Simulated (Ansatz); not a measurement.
Ir: symmetry broken, then relaxed

Method: DFT r2SCAN, scalar-relativistic, plane waves, PAW in Ansatz. Settings: plane waves to 500 eV, k-mesh 12×12×8 (Γ-centred), Gaussian smearing 0.15 eV. Spin–orbit coupling is left out, which can shift energies with elements as heavy as these. No spin polarisation. Energies are free energies at this smearing, counted from the undisturbed cell; pressure is positive in compression.

Reference structure (relaxed at this level; this form isn't the usual structure):

```
Ir
1.0
     2.72927    0.00000    0.00000
    -1.36463    2.36361    0.00000
     0.00000    0.00000    4.42174
Ir
2
Cartesian
  1.3646 0.7879 3.3163
  0.0000 1.5757 1.1054
```

The atoms are displaced (Å, in the unstrained cell):

```csv
atom,ux,uy,uz
Ir1,-0.116,0.068,0.015
Ir2,0.116,-0.068,-0.015
```

The cell is strained by (-0.0874, -0.0443, 0.0424, -0.0572, 0.0524, -0.0435) (xx, yy, zz, yz, xz, xy; engineering shear). Cell and atoms are then relaxed.

Does the relaxation return to the undisturbed structure?

Yes (up to a choice of domain or origin): same space group and volume, and an energy -0.1 meV/atom from it. The disturbance itself cost 530.1 meV/atom. The final space group reads P6_3/mmc (tolerance 0.05 Å) and the volume changes by 0.00 %.

Final structure:

```
CELL_PARAMETERS angstrom
2.72608 0.00004 0.00037
-1.36300 2.36067 -0.00056
0.00022 -0.00027 4.43245
ATOMIC_POSITIONS crystal
Ir 0.66667 0.33334 0.75000
Ir 0.33333 0.66666 0.25000
```

The relaxation, step by step (energy from the first step; small jumps at an unchanged geometry come where the plane waves are selected anew for the new cell):

| step | ΔE (meV/atom) | largest force component (eV/Å) | pressure (GPa) |
| --- | --- | --- | --- |
| 1 | 0.0 | 1.299 | 59.07 |
| 2 | -369.6 | 0.611 | 12.14 |
| 3 | -512.5 | 0.188 | 3.13 |
| 4 | -527.8 | 0.008 | -0.10 |
| 5 | -528.7 | 0.004 | 0.04 |
| 6 | -528.8 | 0.000 | -0.02 |
| 7 | -530.2 | 0.000 | 0.00 |

Cost: 3 runs of about 9.8 core-minutes in all, on Intel Xeon Processor @ 2.50GHz (Skylake/Cascade Lake) (shared hosts).